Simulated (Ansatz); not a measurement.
BeS:
```cif
data_BeS
_chemical_formula_sum 'S1 Be1'
_space_group_name_H-M_alt 'P 1'
_space_group_IT_number 1
_cell_length_a 3.27695
_cell_length_b 3.27695
_cell_length_c 3.27695
_cell_angle_alpha 60.000
_cell_angle_beta 60.000
_cell_angle_gamma 60.000
loop_
_space_group_symop_operation_xyz
  'x, y, z'
loop_
_atom_site_label
_atom_site_type_symbol
_atom_site_fract_x
_atom_site_fract_y
_atom_site_fract_z
_atom_site_occupancy
S1 S 0.00000 0.00000 0.00000 1
Be1 Be 0.50000 0.50000 0.50000 1
```

Relaxed with r²SCAN.

Problem. Tabulate the valence density and the electron localisation function along the shortest S–Be contact (2.32 Å), DFT-r²SCAN in the program Ansatz with PAW potentials.

Solution. 

| distance from S (Å) | density (e/Å³) | ELF |
|---|---|---|
| 0.23 | 0.40 | 0.05 |
| 0.35 | 0.78 | 0.26 |
| 0.46 | 1.07 | 0.57 |
| 0.58 | 1.17 | 0.77 |
| 0.70 | 1.10 | 0.85 |
| 0.81 | 0.93 | 0.88 |
| 0.93 | 0.73 | 0.88 |
| 1.04 | 0.56 | 0.87 |
| 1.16 | 0.44 | 0.84 |
| 1.27 | 0.35 | 0.80 |
| 1.39 | 0.29 | 0.74 |
| 1.51 | 0.25 | 0.63 |
| 1.62 | 0.21 | 0.45 |
| 1.74 | 0.18 | 0.22 |
| 1.85 | 0.15 | 0.06 |
| 1.97 | 0.11 | 0.01 |
| 2.09 | 0.07 | 0.00 |

The density is the valence pseudo-density with augmentation charge, so density and ELF within about 1 Å of a nucleus are not all-electron values.

Space group Fm-3m (rock salt). The start of the workflow was typed in or built on a structure type; neither database checked (COD, Materials Project) lists it. COD files the formula under space group No. 216, so this cell is another polymorph or a model. Its standing as an ambient phase is unchecked. The r²SCAN relaxation kept the symmetry of its start; its stability against distortions is not shown here.

Potentials: the later of the program's two PAW sets.
